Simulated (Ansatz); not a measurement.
Ansatz input file:

```yaml
crystal:
  lattice:
    - [3.5062675425, 0.0, 0.0]
    - [0.0, 4.9586111119, 0.0]
    - [0.0, 0.0, 19.8344444475]
  atoms:
    - { symbol: Si, position: [0.0, 0.0, 0.0] }
    - { symbol: Si, position: [0.0, 0.5, 0.125] }
    - { symbol: Ni, position: [0.5, 0.25, 0.0625] }
    - { symbol: Ni, position: [0.5, 0.75, 0.1875] }
    - { symbol: Ni, position: [0.5, 0.75, 0.0625] }
    - { symbol: Ni, position: [0.5, 0.25, 0.1875] }
    - { symbol: Ni, position: [0.0, 0.5, 0.0] }
    - { symbol: Ni, position: [0.0, 0.0, 0.125] }
    - { symbol: Si, position: [0.0, 1.0, 0.25] }
    - { symbol: Si, position: [0.0, 0.5, 0.375] }
    - { symbol: Ni, position: [0.5, 0.25, 0.3125] }
    - { symbol: Ni, position: [0.5, 0.75, 0.4375] }
    - { symbol: Ni, position: [0.5, 0.75, 0.3125] }
    - { symbol: Ni, position: [0.5, 0.25, 0.4375] }
    - { symbol: Ni, position: [0.0, 0.5, 0.25] }
    - { symbol: Ni, position: [0.0, 0.0, 0.375] }
    - { symbol: Ni, position: [0.0, 1.0, 0.5] }
    - { symbol: Ni, position: [0.0, 0.5, 0.625] }
    - { symbol: Ni, position: [0.5, 0.25, 0.5625] }
    - { symbol: Ni, position: [0.5, 0.75, 0.6875] }
    - { symbol: Si, position: [0.5, 0.75, 0.5625] }
    - { symbol: Si, position: [0.5, 0.25, 0.6875] }
    - { symbol: Ni, position: [0.0, 0.5, 0.5] }
    - { symbol: Ni, position: [0.0, 0.0, 0.625] }
    - { symbol: Ni, position: [0.0, 0.0, 0.75] }
    - { symbol: Ni, position: [0.0, 0.5, 0.875] }
    - { symbol: Ni, position: [0.5, 0.25, 0.8125] }
    - { symbol: Ni, position: [0.5, 0.75, 0.9375] }
    - { symbol: Si, position: [0.5, 0.75, 0.8125] }
    - { symbol: Si, position: [0.5, 0.25, 0.9375] }
    - { symbol: Ni, position: [0.0, 0.5, 0.75] }
    - { symbol: Ni, position: [0.0, 0.0, 0.875] }
basis:
  ecutwfc: 420
kpoints:
  mp_grid: { grid: [10, 8, 2] }
hamiltonian:
  xc: pbe
scf:
  occupations: { method: gaussian, width: 0.1 }
output:
  forces: true
  stress: true
  eigenvalues: true
  populations: true
  write_density: true
  write_potential: true
  elf: true
  volumetric_format: npy
relax:
  adjacent_minimum: "off"
  f_tol: 0.02
  max_steps: 45
  cell: { fix: [a, b, alpha, beta, gamma], stress_tol: 0.1 }
```

Launched with
```bash
ansatz run input.yaml --threads 4 --pin off --max-ram 11264MiB --backend cpu --events-out ev --progress --plain --runs-dir out
```

Computed with DFT PBE, scalar-relativistic, plane waves, PAW (Ansatz).

From the run's log, abridged:

```
Pseudopotentials: kind: paw
Pseudopotential: Si, paw, valence charge 4, recommended cutoff 420 eV (normal)
Pseudopotential: Ni, paw, valence charge 18, recommended cutoff 420 eV (normal)
Functional definition: PBE
Crystal: 32 atoms, lattice volume = 344.846 Å³
Basis set: ecut = 420 eV, 6741 PW (Γ), exchange–correlation on 48×72×270 points (8 copies of the dense FFT grid, shifted against one another)
Bands: 279, of which v1, the nominal top of the filled ones, is band 232 counted from 1 (231 counted from 0)
Symmetry: 4 space group operations
Space group: P21/m (ITA 11), of the structure as read, at distance tolerance 7.0e-5 Å
k-points: 60 of 160
Initial density: superposition of atomic densities (neutral atoms: chi_scale 0, normalization atom), corrected by the library's trained network
Initial wavefunctions: pseudopotential atomic-orbital guess
Functional: x = pbe(κ = 0.804, μ = 0.21951497), c = pbe(β = 0.06672455)
SCF iter   1: F=—  HF=-145252.820068 eV  |F-HF|=—  |Δ(HF+E_count)|=         —  Δρ=1.20e-2  dr2=1.56e0  ethr=1.77e-3  ⟨swp⟩=5.0  Hψ=56712  notcnv=0  defer=233
SCF iter   2: F=—  HF=-145252.795758 eV  |F-HF|=—  |Δ(HF+E_count)|=   2.43e-2  Δρ=4.97e-3  dr2=5.25e-1  ethr=3.35e-4  ⟨swp⟩=1.0  Hψ=19260  notcnv=0  defer=620
SCF iter   3: F=—  HF=-145252.783685 eV  |F-HF|=—  |Δ(HF+E_count)|=   1.21e-2  Δρ=1.52e-3  dr2=1.11e-1  ethr=1.13e-4  ⟨swp⟩=1.1  Hψ=14659  notcnv=0  defer=620
SCF iter   4: F=—  HF=-145252.781307 eV  |F-HF|=—  |Δ(HF+E_count)|=   2.38e-3  Δρ=5.41e-4  dr2=8.22e-3  ethr=2.40e-5  ⟨swp⟩=1.2  Hψ=14768  notcnv=0  defer=620
SCF iter   5: F=—  HF=-145252.780950 eV  |F-HF|=—  |Δ(HF+E_count)|=   3.57e-4  Δρ=3.87e-4  dr2=1.32e-3  ethr=1.77e-6  ⟨swp⟩=1.9  Hψ=16229  notcnv=0  defer=620
SCF iter   6: F=—  HF=-145252.780883 eV  |F-HF|=—  |Δ(HF+E_count)|=   6.74e-5  Δρ=1.42e-4  dr2=4.45e-4  ethr=2.84e-7  ⟨swp⟩=2.1  Hψ=21921  notcnv=0  defer=620
SCF iter   7: F=—  HF=-145252.780867 eV  |F-HF|=—  |Δ(HF+E_count)|=   1.55e-5  Δρ=4.20e-5  dr2=2.42e-5  ethr=9.60e-8  ⟨swp⟩=1.0  Hψ=14584  notcnv=0  defer=620
SCF iter   8: F=—  HF=-145252.781217 eV  |F-HF|=—  |Δ(HF+E_count)|=   3.50e-4  Δρ=1.34e-5  dr2=3.33e-6  ethr=5.22e-9  ⟨swp⟩=2.0  Hψ=21570  notcnv=0  defer=657
SCF iter   9: F=—  HF=-145252.781217 eV  |F-HF|=—  |Δ(HF+E_count)|=   1.17e-7  Δρ=5.81e-6  dr2=2.62e-7  ethr=7.18e-10  ⟨swp⟩=1.2  Hψ=14953  notcnv=0  defer=671
SCF iter  10: F=-145252.781217 eV  HF=-145252.781217 eV  |F-HF|=9.69e-8  |Δ(HF+E_count)|=   1.91e-8  Δρ=2.80e-6  dr2=9.54e-8  ethr=2.16e-11  ⟨swp⟩=13.2  Hψ=122450  notcnv=0
SCF 1 converged in 10 iterations: F = -145252.781217 eV  dr2 = 9.54e-8
relax step   1: F+E_penalty+E_count = -145252.78121665 eV  Δ(F+E_penalty+E_count) = +0.000e0 eV  max|allowed force component| = 1.280e0 eV/Å  Δτ_max = 0.0000 Å  P = +0.738 GPa  Ω = 344.846 Å³  fix = [a, b, alpha, beta, gamma]  reactions: a +1.345, b +0.168 GPa; alpha +0.858 GPa/rad (10 SCF iters, dr2 threshold 1.00e-7 eV, accepted)
Crystal: 32 atoms, lattice volume = 345.145 Å³
Initial density: handed on by an earlier stage of this run
Initial wavefunctions: those handed on with the density
SCF iter   1: F=—  HF=-145253.012544 eV  |F-HF|=—  |Δ(HF+E_count)|=         —  Δρ=3.20e-3  dr2=2.39e-2  ethr=6.27e-6  ⟨swp⟩=2.0  Hψ=68996  notcnv=0
SCF iter   2: F=—  HF=-145253.010997 eV  |F-HF|=—  |Δ(HF+E_count)|=   1.55e-3  Δρ=1.69e-3  dr2=1.01e-2  ethr=5.15e-6  ⟨swp⟩=1.0  Hψ=16740  notcnv=0
SCF iter   3: F=—  HF=-145253.009917 eV  |F-HF|=—  |Δ(HF+E_count)|=   1.08e-3  Δρ=2.54e-4  dr2=1.22e-3  ethr=2.17e-6  ⟨swp⟩=2.0  Hψ=24869  notcnv=0
SCF iter   4: F=—  HF=-145253.010018 eV  |F-HF|=—  |Δ(HF+E_count)|=   1.01e-4  Δρ=1.33e-4  dr2=1.05e-4  ethr=2.64e-7  ⟨swp⟩=1.2  Hψ=16900  notcnv=0
SCF iter   5: F=—  HF=-145253.010015 eV  |F-HF|=—  |Δ(HF+E_count)|=   2.44e-6  Δρ=6.51e-5  dr2=6.12e-5  ethr=2.27e-8  ⟨swp⟩=2.0  Hψ=27894  notcnv=0
SCF iter   6: F=—  HF=-145253.010014 eV  |F-HF|=—  |Δ(HF+E_count)|=   1.44e-6  Δρ=2.47e-5  dr2=1.45e-5  ethr=1.32e-8  ⟨swp⟩=1.0  Hψ=16740  notcnv=0
SCF iter   7: F=-145253.010013 eV  HF=-145253.010014 eV  |F-HF|=1.17e-6  |Δ(HF+E_count)|=   1.91e-7  Δρ=1.36e-5  dr2=1.13e-6  ethr=6.90e-10  ⟨swp⟩=7.6  Hψ=112685  notcnv=0
SCF 2 converged in 7 iterations: F = -145253.010013 eV  dr2 = 1.13e-6
relax step   2: F+E_penalty+E_count = -145253.01001265 eV  Δ(F+E_penalty+E_count) = -2.288e-1 eV  max|allowed force component| = 8.807e-1 eV/Å  Δτ_max = 0.0583 Å  P = +0.455 GPa  Ω = 345.145 Å³  energy of the carried Pulay correction = -9.829e-5 eV  fix = [a, b, alpha, beta, gamma]  reactions: a +0.918, b +0.067 GPa; alpha +0.824 GPa/rad (7 SCF iters, dr2 threshold 3.20e-6 eV, accepted)
Crystal: 32 atoms, lattice volume = 345.333 Å³
SCF iter   1: F=—  HF=-145253.310208 eV  |F-HF|=—  |Δ(HF+E_count)|=         —  Δρ=9.66e-3  dr2=2.77e-1  ethr=5.91e-5  ⟨swp⟩=2.3  Hψ=66901  notcnv=0
SCF iter   2: F=—  HF=-145253.290965 eV  |F-HF|=—  |Δ(HF+E_count)|=   1.92e-2  Δρ=5.03e-3  dr2=1.01e-1  ethr=5.91e-5  ⟨swp⟩=1.0  Hψ=16740  notcnv=0
SCF iter   3: F=—  HF=-145253.277916 eV  |F-HF|=—  |Δ(HF+E_count)|=   1.30e-2  Δρ=8.58e-4  dr2=9.72e-3  ethr=2.18e-5  ⟨swp⟩=2.1  Hψ=24627  notcnv=0
SCF iter   4: F=—  HF=-145253.277080 eV  |F-HF|=—  |Δ(HF+E_count)|=   8.36e-4  Δρ=3.50e-4  dr2=6.65e-4  ethr=2.10e-6  ⟨swp⟩=1.5  Hψ=16952  notcnv=0
SCF iter   5: F=—  HF=-145253.277124 eV  |F-HF|=—  |Δ(HF+E_count)|=   4.31e-5  Δρ=1.75e-4  dr2=3.77e-4  ethr=1.43e-7  ⟨swp⟩=2.1  Hψ=28187  notcnv=0
SCF iter   6: F=—  HF=-145253.277115 eV  |F-HF|=—  |Δ(HF+E_count)|=   8.99e-6  Δρ=8.75e-5  dr2=9.89e-5  ethr=8.14e-8  ⟨swp⟩=1.0  Hψ=16740  notcnv=0
SCF iter   7: F=—  HF=-145253.277113 eV  |F-HF|=—  |Δ(HF+E_count)|=   1.87e-6  Δρ=4.51e-5  dr2=1.40e-5  ethr=2.13e-8  ⟨swp⟩=1.0  Hψ=16742  notcnv=0
SCF iter   8: F=-145253.277110 eV  HF=-145253.277112 eV  |F-HF|=2.18e-6  |Δ(HF+E_count)|=   9.09e-7  Δρ=1.01e-5  dr2=2.17e-6  ethr=6.90e-10  ⟨swp⟩=10.9  Hψ=147693  notcnv=0
SCF 3 converged in 8 iterations: F = -145253.277110 eV  dr2 = 2.17e-6
relax step   3: F+E_penalty+E_count = -145253.27710959 eV  Δ(F+E_penalty+E_count) = -2.671e-1 eV  max|allowed force component| = 2.807e-1 eV/Å  Δτ_max = 0.1427 Å  P = +0.532 GPa  Ω = 345.333 Å³  energy of the carried Pulay correction = -1.600e-4 eV  fix = [a, b, alpha, beta, gamma]  reactions: a +0.984, b +0.277 GPa; alpha +0.870 GPa/rad (8 SCF iters, dr2 threshold 3.20e-6 eV, accepted)
Crystal: 32 atoms, lattice volume = 346.928 Å³
Basis set: ecut = 420 eV, 6773 PW (Γ), exchange–correlation on 48×72×270 points (8 copies of the dense FFT grid, shifted against one another)
SCF iter   1: F=—  HF=-145253.323580 eV  |F-HF|=—  |Δ(HF+E_count)|=         —  Δρ=9.33e-3  dr2=1.91e-1  ethr=4.14e-5  ⟨swp⟩=2.4  Hψ=80960  notcnv=0
   ...
SCF iter   1: F=—  HF=-145253.313756 eV  |F-HF|=—  |Δ(HF+E_count)|=         —  Δρ=9.15e-4  dr2=5.87e-3  ethr=1.34e-6  ⟨swp⟩=2.6  Hψ=66596  notcnv=0
SCF iter   2: F=—  HF=-145253.313594 eV  |F-HF|=—  |Δ(HF+E_count)|=   1.63e-4  Δρ=4.91e-4  dr2=2.88e-3  ethr=1.27e-6  ⟨swp⟩=1.0  Hψ=16740  notcnv=0
SCF iter   3: F=—  HF=-145253.313444 eV  |F-HF|=—  |Δ(HF+E_count)|=   1.50e-4  Δρ=1.27e-4  dr2=3.60e-4  ethr=6.20e-7  ⟨swp⟩=1.0  Hψ=16740  notcnv=0
SCF iter   4: F=—  HF=-145253.313424 eV  |F-HF|=—  |Δ(HF+E_count)|=   1.93e-5  Δρ=7.39e-5  dr2=3.19e-5  ethr=7.77e-8  ⟨swp⟩=1.6  Hψ=16966  notcnv=0
SCF iter   5: F=—  HF=-145253.313513 eV  |F-HF|=—  |Δ(HF+E_count)|=   8.88e-5  Δρ=2.64e-5  dr2=7.59e-6  ethr=6.87e-9  ⟨swp⟩=2.0  Hψ=28761  notcnv=0
SCF iter   6: F=—  HF=-145253.313513 eV  |F-HF|=—  |Δ(HF+E_count)|=   2.68e-7  Δρ=9.77e-6  dr2=2.26e-6  ethr=1.64e-9  ⟨swp⟩=1.1  Hψ=17049  notcnv=0
SCF iter   7: F=-145253.313513 eV  HF=-145253.313513 eV  |F-HF|=1.01e-7  |Δ(HF+E_count)|=   4.53e-8  Δρ=2.77e-6  dr2=1.03e-7  ethr=7.40e-11  ⟨swp⟩=7.2  Hψ=106845  notcnv=0
SCF 6 converged in 7 iterations: F = -145253.313513 eV  dr2 = 1.03e-7
relax step   6: F+E_penalty+E_count = -145253.31351272 eV  Δ(F+E_penalty+E_count) = -1.700e-3 eV  max|allowed force component| = 7.499e-3 eV/Å  Δτ_max = 0.0098 Å  P = +0.514 GPa  Ω = 345.664 Å³  energy of the carried Pulay correction = -2.687e-4 eV  fix = [a, b, alpha, beta, gamma]  reactions: a +1.258, b +0.308 GPa; alpha +0.823 GPa/rad (7 SCF iters, dr2 threshold 3.43e-7 eV, accepted)
Initial wavefunctions: pseudopotential atomic-orbital guess (no wavefunctions were taken with the density)
SCF iter   1: F=—  HF=-145253.313553 eV  |F-HF|=—  |Δ(HF+E_count)|=         —  Δρ=1.35e-4  dr2=1.46e-6  ethr=2.84e-7  ⟨swp⟩=3.0  Hψ=101740  notcnv=0
SCF iter   2: F=—  HF=-145253.313729 eV  |F-HF|=—  |Δ(HF+E_count)|=   1.77e-4  Δρ=6.88e-5  dr2=4.21e-7  ethr=3.14e-10  ⟨swp⟩=2.0  Hψ=30627  notcnv=0
SCF iter   3: F=—  HF=-145253.313761 eV  |F-HF|=—  |Δ(HF+E_count)|=   3.16e-5  Δρ=1.95e-6  dr2=1.18e-8  ethr=9.08e-11  ⟨swp⟩=1.0  Hψ=16740  notcnv=0
SCF iter   4: F=—  HF=-145253.313761 eV  |F-HF|=—  |Δ(HF+E_count)|=  7.57e-10  Δρ=5.57e-7  dr2=6.83e-9  ethr=2.55e-12  ⟨swp⟩=2.0  Hψ=25007  notcnv=0
SCF iter   5: F=—  HF=-145253.313761 eV  |F-HF|=—  |Δ(HF+E_count)|=  4.66e-10  Δρ=3.80e-7  dr2=4.24e-9  ethr=1.47e-12  ⟨swp⟩=1.0  Hψ=16740  notcnv=0
SCF iter   6: F=-145253.313761 eV  HF=-145253.313761 eV  |F-HF|=5.82e-10  |Δ(HF+E_count)|=  1.46e-10  Δρ=3.90e-7  dr2=5.73e-10  ethr=1.00e-12  ⟨swp⟩=5.1  Hψ=80504  notcnv=0
SCF 7 converged in 6 iterations: F = -145253.313761 eV  dr2 = 5.73e-10
SCF converged after 6 iterations
Free energy (F): -145253.313761 eV
Harris-Foulkes:  -145253.313761 eV  (|F-HF|=5.82e-10)
Internal energy: -145253.220893 eV  (E = F + TS)
E sigma→0 (E₀):  -145253.267327 eV
Entropy (-TS):   -0.092868 eV (-2.902 meV/atom)
Fermi energy:    17.501149 eV
--- Per-component energies (eV) ---
  E_band       = -6774.228058
  E_kinetic    = 7170.154613
  E_local      = -95352.617815  (includes V_loc(G=0)·N_el)
  E_nonlocal   = 15463.619895
  E_hartree    = 40826.337574
  E_xc         = -2504.382986
  E_vxc        = -3036.628999  (∫ρ·V_xc dr)
  E_paw        = -43238.415416  (= ΣΔE_a)
  E_vpaw       = -12671.447092  (= ΣTr[D̂ρ^β])
  E_aug_tail   = 0.012184  (compensation charges beyond the density's cutoff)
  E_ewald      = -67617.928941
  E_smearing   = -0.092868  (= −TS)
--- Forces (eV/Å), atoms counted from 1 ---
  atom   1  Si     0.00000000    -0.00227782    -0.00215903
  atom   2  Si     0.00000000     0.00071849     0.00143613
  atom   3  Ni     0.00000000    -0.00673863    -0.00053776
  atom   4  Ni     0.00000000    -0.00047235    -0.00730944
  atom   5  Ni     0.00000000     0.00026498     0.00393981
  atom   6  Ni     0.00000000     0.00159572     0.00489290
  atom   7  Ni     0.00000000     0.00218936    -0.00757128
  atom   8  Ni     0.00000000     0.00342257    -0.00177531
  atom   9  Si     0.00000000     0.00127464     0.00100988
  atom  10  Si     0.00000000    -0.00029172     0.00134554
  atom  11  Ni     0.00000000    -0.00038690    -0.00329679
  atom  12  Ni     0.00000000     0.00200863     0.00017318
  atom  13  Ni     0.00000000    -0.00248282    -0.00029347
  atom  14  Ni     0.00000000     0.00179965     0.00111498
  atom  15  Ni     0.00000000    -0.00112727     0.00060847
  atom  16  Ni     0.00000000    -0.00087415    -0.00070126
  atom  17  Ni     0.00000000    -0.00179965    -0.00111498
  atom  18  Ni     0.00000000     0.00248282     0.00029347
  atom  19  Ni     0.00000000     0.00087415     0.00070126
  atom  20  Ni     0.00000000     0.00112727    -0.00060847
  atom  21  Si     0.00000000     0.00029172    -0.00134554
  atom  22  Si     0.00000000    -0.00127464    -0.00100988
  atom  23  Ni     0.00000000    -0.00200863    -0.00017318
  atom  24  Ni     0.00000000     0.00038690     0.00329679
  atom  25  Ni     0.00000000    -0.00159572    -0.00489290
  atom  26  Ni     0.00000000    -0.00026498    -0.00393981
  atom  27  Ni     0.00000000    -0.00342257     0.00177531
  atom  28  Ni     0.00000000    -0.00218936     0.00757128
  atom  29  Si     0.00000000    -0.00071849    -0.00143613
  atom  30  Si     0.00000000     0.00227782     0.00215903
  atom  31  Ni     0.00000000     0.00047235     0.00730944
  atom  32  Ni     0.00000000     0.00673863     0.00053776
--- Stress (GPa, compression-positive) ---
        1.258061       0.000000       0.000000
        0.000000       0.307928      -0.822929
        0.000000      -0.822929      -0.025194
  P = ⅓ Tr σ = 0.5136 GPa (5.136 kbar)
--- Band table (eV; the first three rows and the last of 60) ---
  k-point 0: bands = ["-85.8946", "-85.8869", "-85.8324", "-85.8324", "-85.7328", "-85.7328", "-85.6958", "-85.6956", "-85.6760", "-85.6759", "-85.6625", "-85.6625", "-85.6522", "-85.6515", "-85.6435", "-85.6435", "-85.6379", "-85.6374", "-85.6220", "-85.6220", "-85.6117", "-85.5994", "-85.5475", "-85.5412", "-46.3735", "-46.3650", "-46.3372", "-46.3102", "-46.3027", "-46.3000", "-46.2587", "-46.2518", "-46.2498", "-46.2344", "-46.2191", "-46.2164", "-46.2052", "-46.2017", "-46.1831", "-46.1826", "-46.1749", "-46.1715", "-46.1587", "-46.1580", "-46.1575", "-46.1575", "-46.1448", "-46.1443", "-46.1379", "-46.1371", "-46.1327", "-46.1252", "-46.1236", "-46.1223", "-46.1148", "-46.1120", "-46.1 ...
  k-point 1: bands = ["-85.8946", "-85.8869", "-85.8324", "-85.8324", "-85.7328", "-85.7328", "-85.6958", "-85.6956", "-85.6760", "-85.6759", "-85.6625", "-85.6625", "-85.6522", "-85.6515", "-85.6435", "-85.6435", "-85.6379", "-85.6374", "-85.6220", "-85.6220", "-85.6117", "-85.5994", "-85.5475", "-85.5412", "-46.3735", "-46.3650", "-46.3372", "-46.3102", "-46.3027", "-46.3000", "-46.2587", "-46.2518", "-46.2498", "-46.2344", "-46.2191", "-46.2164", "-46.2052", "-46.2017", "-46.1831", "-46.1826", "-46.1749", "-46.1714", "-46.1588", "-46.1579", "-46.1575", "-46.1574", "-46.1448", "-46.1442", "-46.1378", "-46.1372", "-46.1327", "-46.1252", "-46.1235", "-46.1223", "-46.1149", "-46.1119", "-46.1 ...
  k-point 2: bands = ["-85.8945", "-85.8869", "-85.8324", "-85.8323", "-85.7328", "-85.7327", "-85.6958", "-85.6957", "-85.6757", "-85.6757", "-85.6625", "-85.6625", "-85.6522", "-85.6515", "-85.6435", "-85.6435", "-85.6380", "-85.6376", "-85.6221", "-85.6220", "-85.6116", "-85.5995", "-85.5477", "-85.5411", "-46.3735", "-46.3651", "-46.3370", "-46.3100", "-46.3005", "-46.2980", "-46.2590", "-46.2517", "-46.2500", "-46.2341", "-46.2190", "-46.2165", "-46.2052", "-46.2009", "-46.1829", "-46.1824", "-46.1744", "-46.1706", "-46.1569", "-46.1569", "-46.1568", "-46.1564", "-46.1441", "-46.1436", "-46.1360", "-46.1355", "-46.1336", "-46.1266", "-46.1229", "-46.1218", "-46.1149", "-46.1126", "-46.1 ...
  k-point 59: bands = ["-85.8899", "-85.8899", "-85.8325", "-85.8325", "-85.7313", "-85.7313", "-85.6968", "-85.6968", "-85.6687", "-85.6687", "-85.6640", "-85.6640", "-85.6494", "-85.6494", "-85.6428", "-85.6428", "-85.6426", "-85.6426", "-85.6251", "-85.6251", "-85.6057", "-85.6057", "-85.5456", "-85.5456", "-46.3747", "-46.3747", "-46.3166", "-46.3166", "-46.2914", "-46.2914", "-46.2857", "-46.2857", "-46.2389", "-46.2389", "-46.2191", "-46.2191", "-46.1895", "-46.1895", "-46.1801", "-46.1801", "-46.1738", "-46.1738", "-46.1608", "-46.1608", "-46.1586", "-46.1586", "-46.1525", "-46.1525", "-46.1310", "-46.1310", "-46.1300", "-46.1300", "-46.1249", "-46.1249", "-46.1163", "-46.1163", "-46. ...
--- Relaxed structure (6 steps of the walk, 6 accepted, 1 SCFs on fresh bases) ---
  F+E_penalty+E_count = -145253.31376082 eV   max|allowed force component| = 7.571e-3 eV/Å   (the final SCF, on the basis selected at the relaxed cell)
  cell:  # Å, volume = 345.6641 Å³
    - [3.5062675425, 2.81934570e-126, 0.0]
    - [3.98715693e-126, 4.9586111119, -1.77453500e-112]
    - [0.0, -7.09814001e-112, 19.88150262]
  atoms:
    - { symbol: Si, position: [0.0, -0.04566082, 0.00521325] }
    - { symbol: Si, position: [0.0, 0.48106970, 0.12539796] }
    - { symbol: Ni, position: [0.50000000, 0.21251130, 0.05576681] }
    - { symbol: Ni, position: [0.50000000, 0.75063512, 0.19024688] }
    - { symbol: Ni, position: [0.50000000, 0.71370994, 0.06783736] }
    - { symbol: Ni, position: [0.50000000, 0.25126320, 0.18574245] }
    - { symbol: Ni, position: [0.0, 0.47208459, -0.00355219] }
    - { symbol: Ni, position: [0.0, -0.00929682, 0.12558014] }
    - { symbol: Si, position: [0.0, 0.99481045, 0.25061860] }
    - { symbol: Si, position: [0.0, 0.49753680, 0.37686767] }
    - { symbol: Ni, position: [0.50000000, 0.24480983, 0.31166428] }
    - { symbol: Ni, position: [0.50000000, 0.75177128, 0.43727897] }
    - { symbol: Ni, position: [0.50000000, 0.74433971, 0.31403516] }
    - { symbol: Ni, position: [0.50000000, 0.25423330, 0.43591263] }
    - { symbol: Ni, position: [0.0, 0.49474123, 0.25059595] }
    - { symbol: Ni, position: [0.0, -0.00087818, 0.37465766] }
    - { symbol: Ni, position: [0.0, 0.99576669, 0.50158736] }
    - { symbol: Ni, position: [0.0, 0.50566028, 0.62346483] }
    - { symbol: Ni, position: [0.50000000, 0.25087818, 0.56284233] }
    - { symbol: Ni, position: [0.50000000, 0.75525876, 0.68690404] }
    - { symbol: Si, position: [0.50000000, 0.75246319, 0.56063232] }
    - { symbol: Si, position: [0.50000000, 0.25518954, 0.68688139] }
    - { symbol: Ni, position: [0.0, 0.49822871, 0.50022102] }
    - { symbol: Ni, position: [0.0, 0.00519016, 0.62583571] }
    - { symbol: Ni, position: [0.0, -0.00126320, 0.75175754] }
    - { symbol: Ni, position: [0.0, 0.53629005, 0.86966263] }
    - { symbol: Ni, position: [0.50000000, 0.25929682, 0.81191985] }
    - { symbol: Ni, position: [0.50000000, 0.77791540, 0.94105219] }
    - { symbol: Si, position: [0.50000000, 0.76893029, 0.81210203] }
    - { symbol: Si, position: [0.50000000, 0.29566082, 0.93228674] }
    - { symbol: Ni, position: [0.0, 0.49936487, 0.74725311] }
    - { symbol: Ni, position: [0.0, 0.03748869, 0.88173318] }
--- Löwdin populations: 32 sites ---
  site symbol q [e]
     0     Si      4.3696
     1     Si      4.4065
     2     Ni     17.6082
     3     Ni     17.6420
     4     Ni     17.6252
     5     Ni     17.6298
     6     Ni     17.5766
     7     Ni     17.6332
     8     Si      4.4103
     9     Si      4.4331
    10     Ni     17.6385
    11     Ni     17.6678
    12     Ni     17.6406
    13     Ni     17.7166
    14     Ni     17.6337
    15     Ni     17.6636
    16     Ni     17.7166
    17     Ni     17.6406
    18     Ni     17.6636
    19     Ni     17.6337
    20     Si      4.4331
    21     Si      4.4103
    22     Ni     17.6678
    23     Ni     17.6385
    24     Ni     17.6298
    25     Ni     17.6252
    26     Ni     17.6332
    27     Ni     17.5766
    28     Si      4.4065
    29     Si      4.3696
    30     Ni     17.6420
    31     Ni     17.6082
  spilling = 0.011659 (of n_electrons = 464.000000)
```

The relaxation met its thresholds.

The run took 8.8 min on 4 threads of Intel(R) Xeon(R) 6975P-C (Granite Rapids), on a shared host, peak memory 5 GiB.

Spin polarisation was left out, and a magnetic state may lie lower.